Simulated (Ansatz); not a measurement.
CdO in space group Pm-3n (No. 223; Cd on 6c, O on 6d), PBE (plane waves, PAW; program Ansatz). The conduction-band minimum lies at Γ, with 1 equivalent valley. Second derivatives d²E/dk² of the lowest band at one valley (eV·Å²), along Cartesian directions:

| direction | d²E/dk² |
|---|---|
| [100] | 93.78 |
| [010] | 93.78 |
| [001] | 93.78 |
| [110] | 93.79 |
| [101] | 93.79 |
| [011] | 93.79 |

**Question.** Find the principal effective masses, the density-of-states mass and the conductivity mass.

**Answer.** Off-diagonal terms follow from H_xy = H[110] − (H_xx + H_yy)/2, and m*/mₑ = 7.620 eV·Å² over each eigenvalue: 0.081, 0.081, 0.081. One valley's DOS mass (m₁m₂m₃)^(1/3) = 0.081, conductivity mass 3/(Σ 1/mᵢ) = 0.081 mₑ.

**Question.** What effective density of states Nc follows at 300 K for parabolic valleys?

**Answer.** Nc = 2.509e19 × 1 × (0.081)^(3/2) ≈ 5.8e17 cm⁻³.

The start of the workflow was typed in or built on a structure type; neither database checked (COD, Materials Project) lists it. It is not the phase usual at ambient conditions (space group No. 225). The PBE relaxation kept the symmetry of its start; its stability against distortions is not shown here. The volume moved by 22 % from the start of the relaxation. Spin–orbit coupling is left out wherever it is not named.

Potentials: the earlier of the program's two PAW sets.

Edges and masses are those of Kohn–Sham bands, whose gap is no quasiparticle gap.
